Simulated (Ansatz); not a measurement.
The relaxed structure here is a generated cell of Sb: the first start was made by placing the elements on the sites of a structure type, and the end was not matched to a known phase here, so it may be hypothetical. Known forms of Sb include space group No. 166.

A relaxed cell of Sb (P6₃/mmc (No. 194)), relaxed on a k-mesh at least as fine as the one used below. Method: PBEsol (plane waves to 420 eV, PAW, scalar-relativistic; Ansatz, a first-principles code). Γ-centred k-mesh 8×8×3 on the run's cell (coarser than for final values), Fermi–Dirac smearing 0.05 eV.

```
Sb
1.0
    5.07216     0.00000     0.00000
   -2.53608     4.39262     0.00000
    0.00000     0.00000    11.91499
Sb
8
Direct
  0.00000   0.00000   0.12500
  0.00000   0.00000   0.62500
  0.00000   0.00000   0.37500
  0.00000   0.00000   0.87500
  0.33333   0.66667   0.12500
  0.33333   0.66667   0.62500
  0.66667   0.33333   0.37500
  0.66667   0.33333   0.87500
```

The atoms are displaced by (Å):

| atom | ux | uy | uz |
|---|---|---|---|
| Sb1 | 0.013 | -0.016 | -0.027 |
| Sb2 | 0.070 | 0.128 | -0.043 |
| Sb3 | 0.061 | 0.034 | -0.132 |
| Sb4 | -0.102 | -0.035 | -0.006 |
| Sb5 | 0.119 | 0.084 | 0.025 |
| Sb6 | 0.054 | 0.026 | -0.119 |
| Sb7 | 0.107 | 0.056 | -0.091 |
| Sb8 | -0.007 | -0.059 | 0.123 |

### Question
What forces (eV/Å) and pressure result?

### Answer
```
atom     Fx     Fy     Fz
----  -----  -----  -----
Sb1    0.68   0.52  -0.31
Sb2   -0.06  -0.58   0.08
Sb3    0.24   0.11   0.54
Sb4    0.53  -0.14  -0.41
Sb5   -0.66  -0.50   0.01
Sb6    0.04   0.56  -0.13
Sb7   -0.23  -0.10   0.06
Sb8   -0.53   0.12   0.16
```

Pressure +0.4 GPa.

The undisplaced cell is probably no minimum: from this displacement the run went on to R-3m (No. 166), 0.40 eV/atom below it.

No spin polarisation in the result.
